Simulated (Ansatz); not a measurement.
## SrTl: pressure against volume, fitted

```
CELL_PARAMETERS angstrom
4.03200 0.00000 0.00000
0.00000 4.03200 0.00000
0.00000 0.00000 4.03200
ATOMIC_POSITIONS crystal
Sr 0.00000 0.00000 0.00000
Tl 0.50000 0.50000 0.50000
```

Atoms are numbered in the order listed.

The cell is COD entry 1540774, as deposited and not checked against the literature; nothing was relaxed. It is an old determination, and later ones may differ.

Spin–orbit coupling is left out, though it moves levels of the heavy atoms by tenths of an eV or more.

Method: DFT, LDA, all-electron LAPW, scalar-relativistic in Ansatz 0.2.0.

Numerical set-up: a Γ-centred 8×8×8 k mesh, Fermi–Dirac smearing of 0.05 eV, basis error target 0.5 meV/atom, no spin polarisation.

The cell is scaled evenly. Fractional coordinates are held (clamped ions).

| V (Å³/atom) | P (GPa) |
| --- | --- |
| 30.808 | 0.03 |
| 31.463 | -0.67 |
| 32.119 | -1.29 |
| 32.446 | -1.58 |
| 32.774 | -1.85 |
| 33.102 | -2.10 |
| 33.430 | -2.34 |
| 34.741 | -3.18 |

**Question.** Fit a third-order Birch–Murnaghan curve to the pressures.

**Answer.** P = (3B0/2)(y^(7/2) − y^(5/2))[1 + (3/4)(B0′ − 4)(y − 1)] with y = (V0/V)^(2/3) fits within 0.01 GPa for V0 = 30.834 Å³/atom, B0 = 34.6 GPa and B0′ = 4.40.

**Question.** Predict the pressure at the withheld volume, 34.085 Å³/atom.

**Answer.** There y = 0.9353, so the fit gives -2.78 GPa; the run gave -2.79 GPa.
